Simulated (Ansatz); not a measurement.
## 7 guesses for MgCdS4 and where they end

The calculation used DFT PBE, scalar-relativistic, plane waves, PAW in Ansatz 0.2.0. Settings: cutoff 420 eV, Γ-centred meshes spaced at most about 0.3 Å⁻¹, and about 0.25 Å⁻¹ or finer for metals (2π included), Gaussian smearing. No spin polarisation in the final relaxations.

Each guess was relaxed in cell and atoms at zero pressure, within the symmetry of its start. These are static total energies at zero pressure. Coordination counts S atoms around Cd and Mg (those within 1.25 times the shortest such distance or 1.15 times the sum of covalent radii, 1.27 where that leaves under three; the shortest distance is added where it exceeds 1.18 times the sum of covalent radii).

```tsv
guess	made from	start group	V start (Å³/atom)	end group	V end (Å³/atom)	coordination at the end	gap on mesh (eV)	E over the lowest end (meV/atom)
1	random cell	I4/mmm	25.4	I4/mmm	23.3	Mg 4, Cd 4	0	351
2	random cell	P4/mmm	25.9	?	?	?	?	?
3	random cell	P-6m2	27.7	P-6m2	28.4	Mg 9, Cd 3	0	105
4	AlTlF4 type	P4/mmm	20.5	P4/mmm	34.5	Mg 8 from 3.5 Å, Cd 4	0	742
5	HoBeCu4 type	P-6m2	23.1	P-6m2	21.5	Mg 6, Cd 15 from 3.8 Å	0	344
6	random cell	P6/mmm	22.3	P6/mmm	24.2	Mg 12 from 3.6 Å, Cd 12 from 3.4 Å	0	319
7	Na4TeSe type	P4/mmm	27.0	P4/mmm	20.3	Mg 8, Cd 8	0	0
```

Guess 2 as it starts:

```cif
data_structure
_symmetry_space_group_name_H-M 'P 1'
_symmetry_Int_Tables_number 1
_cell_length_a 5.9643
_cell_length_b 5.9643
_cell_length_c 4.3668
_cell_angle_alpha 90.000
_cell_angle_beta 90.000
_cell_angle_gamma 90.000
_cell_volume 155.34
loop_
_atom_site_label
_atom_site_type_symbol
_atom_site_fract_x
_atom_site_fract_y
_atom_site_fract_z
_atom_site_occupancy
Mg1 Mg 0.00000 0.00000 0.50000 1
Cd1 Cd 0.50000 0.50000 0.50000 1
S1 S 0.65969 0.00000 0.00000 1
S2 S 0.34031 0.00000 0.00000 1
S3 S 0.00000 0.34031 0.00000 1
S4 S 0.00000 0.65969 0.00000 1
```

Q: Predict the end of this guess and its energy over the lowest end.

A: It ends in space group P4/mmm (No. 123), with a = 6.018 Å, c = 3.838 Å, 23.2 Å³/atom and no gap. It lies 201 meV/atom over the lowest end, above guess 3 and below guess 6. Counting S atoms around Cd and Mg, this end has Mg 8, Cd 16 from 3.7 Å and the lowest (guess 7) has Mg 8, Cd 8. This end holds S–S pairs (shortest 2.09 Å); in the lowest (guess 7) the shortest S–S distance is 2.87 Å.

```xyz
6
Lattice="6.0176 0.0000 0.0000 0.0000 6.0176 0.0000 0.0000 0.0000 3.8376" Properties=species:S:1:pos:R:3 pbc="T T T"
Mg    0.0000    0.0000    1.9188
Cd    3.0088    3.0088    1.9188
S     4.0530    0.0000    0.0000
S     1.9646    0.0000    0.0000
S     0.0000    1.9646    0.0000
S     0.0000    4.0530    0.0000
```

Formation energies are uncorrected and refer to the elements' standard structures at the same level.

Q: Is the lowest end bound against the elements?

A: Yes: its formation energy is −0.17 eV/atom. A negative formation energy is needed for stability but isn't enough: competing phases decide.

The k mesh leaves some 4 meV/atom of noise in the energy of each metallic cell. No dispersion correction is applied, so the spacing and binding between layers, chains or molecules are poorly described (P-6m2 at 28.4 Å³/atom, P4/mmm at 34.5 Å³/atom), and this can change margins and order among such cells. A magnetic state wasn't ruled out in cells without spin, among them I4/mmm, P4/mmm at 34.5 Å³/atom. The reference form of S is held partly by dispersion forces, which this level lacks. Cells relaxed within their symmetry can be saddle points. A lower structure may well exist outside this small set. Some types were kept out of the candidates beforehand, so the set may lack a known form.
